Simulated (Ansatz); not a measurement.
# Is this TiGe6Mo2 structure a true minimum?

The structure comes from a generated guess, relaxed at this level; another structure or a mixture of phases may lie lower.

All numbers below come from DFT PBE, scalar-relativistic, plane waves, PAW in Ansatz. Cutoff 420 eV; k points 16×16×16 on the computed 9-atom cell (Γ-centred); Gaussian smearing, width 0.10 eV; no spin polarisation.

The cell below (9 atoms, space group I4/mmm (No. 139)) is relaxed within its symmetry.

```
Ti Ge Mo
1.0
    -1.66867    1.66867   12.63525
     1.66867   -1.66867   12.63525
     1.66867    1.66867  -12.63525
Ti Ge Mo
1 6 2
Direct
  0.50000 0.50000 0.00000
  0.05593 0.05593 0.00000
  0.72066 0.72066 0.00000
  0.38633 0.38633 0.00000
  0.94407 0.94407 0.00000
  0.61367 0.61367 0.00000
  0.27934 0.27934 0.00000
  0.83189 0.83189 0.00000
  0.16811 0.16811 0.00000
```

For the test it was strained at random (σ = 1.5 % a component), the atoms were moved at random (σ = 0.10 Å), and all was relaxed again on a coarse 6×6×6 mesh (in the run’s order of axes) with 0.20 eV smearing, with no symmetry imposed.

Question: Does it come back?

Answer: It returns, within 1 meV/atom of the unmoved cell on that mesh and with the same symmetry when read at 0.1 Å. No instability shows in this cell; modes of other wave vectors, which need another repeat, aren't tested.
